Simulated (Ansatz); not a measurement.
Pd (Fm-3m) as a metal

```xyz
1
Lattice="0.0000 1.9394 1.9394 1.9394 0.0000 1.9394 1.9394 1.9394 0.0000" Properties=species:S:1:pos:R:3 pbc="T T T"
Pd    0.0000    0.0000    0.0000
```

Level of theory, where no other is named: PBEsol, all-electron LAPW in Ansatz 0.2.0, with spin-orbit coupling. k mesh 16×16×16, fine mesh 18×18×18, Fermi-Dirac smearing of 0.100 eV, basis error target 1 meV/atom. The cell was relaxed by PAW under this functional.

Levels and slopes are solved on a 18×18×18 mesh, and each state is taken as quadratic over its cell.

Task: What is the density of states at the Fermi level, and which bare Sommerfeld coefficient follows?

Result: N(E_F) = 2.57 states/eV/atom (both spins), so γ = (π²/3) k_B² N(E_F) = 6.07 mJ/(mol-atom K²) without electron-phonon or spin-fluctuation enhancement.

Task: What Drude plasma energy and σ/τ do the band velocities give?

Result: (ħω_p,α)² = (e²/ε₀VN_k) Σ_nkσ (∂E/∂k_α)² δ(E − E_F) gives ħω_p = (7.15, 7.15, 7.15) eV along x, y, z, and σ/τ = ε₀ω_p² = 10.4×10²⁰ Ω⁻¹m⁻¹s⁻¹ along x. Weighted by the density of states, the mean Fermi speed is 0.256×10⁶ m/s; the surface has an area of 36.9 Å⁻² for each spin direction.

Task: Which bands cross the Fermi level, and what do they carry?

Result: 

| band | filled part | N (states/eV/cell) | speed (10⁶ m/s) | 5th to 95th percentile | area (Å⁻²) | filling |
| --- | --- | --- | --- | --- | --- | --- |
| 1 | 1.00 | 0.0227 | 0.344 | 0.25 to 0.43 | 0.876 | nearly full |
| 2 | 1.00 | 0.0227 | 0.344 | 0.25 to 0.43 | 0.876 | nearly full |
| 3 | 0.81 | 1.15 | 0.192 | 0.05 to 0.33 | 24.6 | partly filled |
| 4 | 0.81 | 1.15 | 0.192 | 0.05 to 0.33 | 24.6 | partly filled |
| 5 | 0.19 | 0.119 | 0.851 | 0.71 to 1.04 | 11.4 | partly filled |
| 6 | 0.19 | 0.119 | 0.851 | 0.71 to 1.04 | 11.4 | partly filled |

Task: Map the plane k₃ = 0 of the mesh: how many bands lie under the Fermi level at each point, counted from the least on the plane?

Result: k₁ runs to the right and k₂ upwards, each from −½ to ½ with 0 in the middle (the axes needn't be at right angles):
```
222244444444422220
224444444644444422
224444444666666642
244444446666666642
244444466666666642
244444666666666644
244446666666666644
444466666666666644
246666666666666664
444666666666666444
244666666666664444
244666666666644444
224666666666444444
224666666664444444
224666666644444442
222444444644444442
202222444444444222
022222224242222222
```

Task: What does PAW give for the same cell?

Result: N(E_F) = 2.57 states/eV/atom and ħω_p,x = 7.15 eV.

Task: And without spin-orbit coupling?

Result: N(E_F) = 2.63 states/eV/atom and ħω_p,x = 7.51 eV, on a 24×24×24 mesh.

Limits of these numbers: large density of states at the Fermi level, a magnetic or distorted state may lie lower; these sums move with the mesh, by several per cent and more for small sheets; the frozen-core PAW files of the compared runs were fitted under PBE, their cores solved anew for this functional.
